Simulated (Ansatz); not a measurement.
Molecular dynamics on a 2×2×1 supercell (16 atoms) of ZnCAs₂ (ordering on zincblende), relaxed with r2SCAN. Forces come from PBE in the PAW code Ansatz: Langevin thermostat and barostat (NPT), 450 K, steps of 3 fs. Classical nuclei, no spin polarisation; a few dozen steps show the first response, not equilibrium. The structure comes from a prototype and may be hypothetical.

```yaml
crystal:
  lattice:
    - [7.022935262, 0.0, 0.0]
    - [0.0, 7.022935262, 0.0]
    - [0.0, 0.0, 5.5342151151]
  atoms:
    - { symbol: Zn, position: [0.0, 0.0, 0.0] }
    - { symbol: As, position: [0.0, 0.25, 0.2956720441] }
    - { symbol: C, position: [0.25, 0.25, 0.5] }
    - { symbol: As, position: [0.25, 0.0, 0.7043279559] }
    - { symbol: Zn, position: [0.0, 0.5, 0.0] }
    - { symbol: As, position: [0.0, 0.75, 0.2956720441] }
    - { symbol: C, position: [0.25, 0.75, 0.5] }
    - { symbol: As, position: [0.25, 0.5, 0.7043279559] }
    - { symbol: Zn, position: [0.5, 0.0, 0.0] }
    - { symbol: As, position: [0.5, 0.25, 0.2956720441] }
    - { symbol: C, position: [0.75, 0.25, 0.5] }
    - { symbol: As, position: [0.75, 0.0, 0.7043279559] }
    - { symbol: Zn, position: [0.5, 0.5, 0.0] }
    - { symbol: As, position: [0.5, 0.75, 0.2956720441] }
    - { symbol: C, position: [0.75, 0.75, 0.5] }
    - { symbol: As, position: [0.75, 0.5, 0.7043279559] }
kpoints:
  mp_grid: { grid: [2, 2, 2] }
hamiltonian:
  xc: pbe
scf:
  occupations: { method: fermi_dirac, width: 0.039 }
md:
  ensemble: npt_langevin
  temperature: 450
  timestep: 3.0
  n_steps: 20
  initial_velocities: maxwell_boltzmann
  seed: 6569
```

Command: `ansatz run input.yaml --threads 4 --pin off --max-ram 3686MiB --backend cpu --events-out ev --progress --plain --runs-dir out`. It took 86 s on 4 threads of Arm Neoverse V2, on a shared host, load about 0.5 per core; peak host memory 1.2 GiB.

```csv
step,t (fs),T (K),free energy F from step 0 (meV/atom),kinetic energy (meV/atom),pressure (GPa),volume (Å³/atom),largest force (eV/Å)
0,0,422,0.0,54.5,2.47,17.06,0.34
1,3,433,1.1,55.9,2.48,17.06,0.41
2,6,358,4.3,46.2,2.44,17.08,0.74
3,9,408,9.3,52.7,2.55,17.09,1.10
4,12,349,15.8,45.2,2.58,17.11,1.41
5,15,315,22.0,40.7,2.56,17.15,1.56
6,18,300,26.3,38.8,2.47,17.19,1.51
7,21,233,28.5,30.1,2.27,17.23,1.37
8,24,280,28.3,36.2,2.08,17.27,1.26
9,27,276,26.3,35.7,1.81,17.31,1.23
10,30,304,24.6,39.3,1.60,17.34,1.30
11,33,298,23.7,38.5,1.36,17.39,1.35
12,36,309,23.7,39.9,1.13,17.44,1.36
13,39,311,25.1,40.2,0.95,17.49,1.34
14,42,303,27.3,39.1,0.80,17.54,1.30
15,45,291,30.2,37.6,0.64,17.59,1.30
16,48,313,33.3,40.5,0.50,17.65,1.39
17,51,284,36.3,36.7,0.28,17.72,1.44
18,54,282,38.5,36.5,0.09,17.79,1.42
19,57,285,40.0,36.9,-0.06,17.85,1.42
20,60,310,40.6,40.1,-0.20,17.92,1.64
```

The temperature starts at 422 K, is lowest at step 7 (233 K, 21 fs) and ends at 310 K. The thermostat hasn't had time to restore it. The atoms start on their lattice sites with kinetic energy alone, so much of it first passes into potential energy.

Positions (Å) and forces (eV/Å) at step 20:
```
cell (Å): 7.139 0.000 0.000; 0.000 7.139 0.000; 0.000 0.000 5.625
Zn   0.121   0.038   0.033    -0.866   0.383   0.537
As   0.038   1.837   1.770     0.359  -0.127   0.071
C    1.965   1.865   2.778    -0.895   0.065   0.453
As   1.661  -0.016   3.934     1.077  -0.302  -0.563
Zn  -0.061   3.481  -0.021    -0.032   0.289   0.261
As   0.082   5.434   1.730     0.131  -0.730   0.377
C    1.734   5.292   3.045    -0.269   0.211  -1.359
As   1.775   3.455   3.985     0.439   0.301   0.181
Zn   3.453  -0.079   0.046    -0.099   0.820  -0.639
As   3.658   1.769   1.765    -0.495   0.448  -1.492
C    5.310   1.820   2.793     0.615  -0.494   0.743
As   5.299   0.046   4.022     0.136  -0.554  -0.279
Zn   3.641   3.668  -0.022    -0.196  -0.257   0.508
As   3.739   5.453   1.701    -0.655  -1.072   0.729
C    5.353   5.412   2.838     0.727   0.305   0.313
As   5.337   3.477   3.890     0.025   0.714   0.157
```
